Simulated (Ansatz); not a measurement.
Problem. Each is relaxed and computed with LDA (plane waves, PAW; program Ansatz). Which alone has a direct gap?
A) AgBr, rock salt
B) RbBr, rock salt
C) CaO, rock salt
D) LiCl, rock salt

Solution. B, RbBr, rock salt. RbBr: gap 4.16 eV (direct); AgBr: gap 0.38 eV (indirect); LiCl: gap 6.48 eV (indirect); CaO: gap 3.45 eV (indirect). All cells were relaxed under the symmetry of their starts (and spin orders); stability against distortions was not tested throughout. Rows with no word on spin ran without spin polarisation. Spin–orbit coupling is left out wherever it is not named.

Potentials: the later of the program's two PAW sets.
